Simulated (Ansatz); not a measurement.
**Equation of state of LaAg**

A database entry relaxed whole under r2SCAN (Pm-3m):

```
CELL_PARAMETERS angstrom
3.81319 0.00000 0.00000
0.00000 3.81319 0.00000
0.00000 0.00000 3.81319
ATOMIC_POSITIONS crystal
La 0.50000 0.50000 0.50000
Ag 0.00000 0.00000 0.00000
```

The cell was scaled uniformly, its shape held, and the atoms relaxed at each volume with plane-wave PAW DFT (Ansatz 0.2.0; r2SCAN, 500 eV, 9×9×9 Γ-centred mesh, fermi-dirac occupations of width 0.100 eV; no spin, no spin-orbit coupling). One row is withheld.

| volume (Å³/atom) | energy over the lowest (meV/atom) | pressure (GPa) |
| --- | --- | --- |
| 26.059 | 20.5 | 4.01 |
| 26.614 | ? | ? |
| 27.168 | 2.4 | 1.28 |
| 27.723 | 0.0 | 0.11 |
| 28.277 | 1.5 | -0.95 |
| 28.832 | 6.5 | -1.89 |
| 29.386 | 14.7 | -2.75 |

**Question.** Fit the pressures of the other rows to the third-order Birch-Murnaghan form.

**Answer.** With f = [(V₀/V)^(2/3) − 1]/2 and P = 3B₀f(1 + 2f)^(5/2)[1 + 3(B₀′ − 4)f/2], least squares gives V₀ = 27.78 Å³ an atom, B₀ = 55 GPa and B₀′ = 4.2; the rows miss the fit by less than 0.01 GPa. The slope of the energies differs from these pressures by less than 0.05 GPa.

**Question.** What does the withheld row hold?

**Answer.** The fit gives 2.57 GPa at 26.614 Å³; the run gave 2.57 GPa and 9.1 meV an atom.

Caveats: the shape of the cell was held; 0 K, fixed nuclei; the symmetry was kept, and this need not be the phase that is stable at 0 K; one mesh for all volumes; the relaxed cell lies far from the entry, by an error of the functional or of the entry; pressure is positive in compression.
